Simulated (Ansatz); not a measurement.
Relaxed-ion elastic tensor of HfO$_{2}$ in space group P4_2/nmc (No. 137; Hf on 2a, O on 4d) in GPa (Voigt order), LDA (plane waves, PAW; program Ansatz); density 10.95 g/cm³, 10.64 Å³ per atom.

```
      1     2     3     4     5    6
-  ----  ----  ----  ----  ----  ---
1   418   254  84.6   0.0   0.0  0.0
2   254   418  84.6   0.0   0.0  0.0
3  84.6  84.6   365   0.0   0.0  0.0
4   0.0   0.0   0.0  37.6   0.0  0.0
5   0.0   0.0   0.0   0.0  37.6  0.0
6   0.0   0.0   0.0   0.0   0.0  191
```

Task: Is the crystal mechanically stable?

Result: Yes: the smallest eigenvalue of C is 37.6 GPa.

Task: Work out the Voigt, Reuss and Hill averages.

Result: K_V = 227, K_R = 217, K_H = 222; G_V = 105, G_R = 65.3, G_H = 85.2 GPa.

Task: Give Young's modulus, Poisson's ratio, Pugh's ratio and the universal anisotropy index.

Result: E = 9KG/(3K + G) = 227 GPa; ν = 0.33; K/G = 2.61 (ductile by the Pugh limit of 1.75); A_U = 5G_V/G_R + K_V/K_R − 6 = 3.09.

Task: Estimate the sound speeds and the Debye temperature.

Result: v_l = √((K + 4G/3)/ρ) = 5540 m/s, v_t = √(G/ρ) = 2790 m/s, mean 3130 m/s; Θ = (h/k)(3n/4πV)^(1/3) v_m = 423 K.

Task: Solve the Christoffel equation for the three sound speeds along x, y, z.

Result: Eigenvalues of C_ijkl n_j n_l equal ρv². In km/s, slowest first: x 1.85, 4.18, 6.18; y 1.85, 4.18, 6.18; z 1.85, 1.85, 5.77.

Task: How much does each axis shrink under pressure?

Result: Linear compressibilities β_i = Σ_j S_ij (j = 1 to 3): x 1.2, y 1.2, z 2.2 per TPa.

This is a known high-temperature phase of the composition, computed here at zero pressure and temperature. Symmetry was held in the LDA relaxation; phonons on a q-mesh show no instability. No spin polarisation was allowed. Scalar-relativistic: spin–orbit coupling is off unless named, which matters more the heavier the elements.

Potentials: the later of the program's two PAW sets.
